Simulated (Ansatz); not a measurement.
**Ionic part of the dielectric constant of LiBeF3, mode by mode**

The calculation used Ansatz, DFT PBE, scalar-relativistic, plane waves, PAW. Settings: 420 eV plane-wave cutoff, Γ-centred 8×6×6 mesh, fixed occupations. No spin polarisation. Phonons by linear response, acoustic sum rule imposed.

Space group Amm2 (No. 38), orthorhombic, a = 2.768 Å, b = 5.228 Å, c = 8.170 Å. Li is surrounded by 5 F at 1.94–2.05 Å; Be has 2 F at 1.52 Å and 2 F at 1.65 Å; F on a site of symmetry m has 1 Be at 1.52 Å and 2 Li at 1.94 Å; F on a site of symmetry mm2 is surrounded by 2 Be at 1.65 Å and 1 Li at 2.05 Å.

The structure comes from a generated guess, relaxed at this level; another structure or a mixture of phases may lie lower.

The primitive cell has V = 59.11 Å³ and ε∞,zz = 1.731. Each polar mode adds Δε = (4.92064×10⁷/V)·S/ν² along z, with S its oscillator strength in e²/amu, ν in cm⁻¹ and V in Å³.

Question: From these modes, find each Δε and ε0,zz.
```json
{"ν (cm⁻¹)": "303.46", "S_zz (e²/amu)": "0.2021"}
{"ν (cm⁻¹)": "313.93", "S_zz (e²/amu)": "0.00305"}
{"ν (cm⁻¹)": "540.87", "S_zz (e²/amu)": "0.01079"}
{"ν (cm⁻¹)": "790.05", "S_zz (e²/amu)": "0.3004"}
```

Answer:
| ν (cm⁻¹) | Δε |
| --- | --- |
| 303.46 | 1.83 |
| 313.93 | 0.03 |
| 540.87 | 0.03 |
| 790.05 | 0.40 |

The sum is 2.29, so ε0,zz = 4.02; the run's tensor has 4.02.

Question: Where do the longitudinal modes lie for a wave vector along z?

Answer: At 313.76, 406.16, 545.83, 891.22 cm⁻¹. The Lyddane–Sachs–Teller product Π(ν_LO/ν_TO)² = 2.32 agrees with ε0/ε∞ = 2.32.
